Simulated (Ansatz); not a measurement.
**What DFT gives for Zn3PbO**

```yaml
crystal:
  lattice:
    - [4.39388, 0.00000, 0.00000]
    - [0.00000, 4.39388, 0.00000]
    - [0.00000, 0.00000, 4.39388]
  atoms:
    - { symbol: Pb, position: [0.00000, 0.00000, 0.00000] }
    - { symbol: Zn, position: [0.50000, 0.00000, 0.00000] }
    - { symbol: Zn, position: [0.00000, 0.50000, 0.00000] }
    - { symbol: Zn, position: [0.00000, 0.00000, 0.50000] }
    - { symbol: O, position: [0.50000, 0.50000, 0.50000] }
```

Single point in Ansatz 0.2.0 with PBE, spin-orbit coupling. Cutoff 420 eV, PAW datasets, 6×6×6 Γ-centred k mesh, fermi-dirac filling (width 0.0668 eV).

The state carries no moments; the state need not be the lowest.

Problem. What does the stress say?

Solution. The pressure is 42.9 GPa (compression positive), so with the atoms held at these fractions the cell would first expand.

Problem. What is the formation energy?

Solution. 1.75 eV an atom against the elements' usual phases (free molecules for gases, crystals otherwise, with no correction for O₂ or N₂), so at this geometry it isn't bound against them. Relaxing would lower it.

Problem. Which element gives electrons and which takes them?

Solution. Bader charges in e: Zn +0.57, Pb -0.59, O -1.14. In the mean Zn gives up most and O takes most.

Problem. Metal or insulator?

Solution. Counting bands on this mesh leaves a gap of 0.16 eV, but it is narrow, so a finer mesh and a narrower smearing would have to settle it.

Origin: a known structure type with other elements, at an estimated volume, so it need not be a known compound. Caveats: atoms or cell far from equilibrium; the gap is not wide against the smearing.
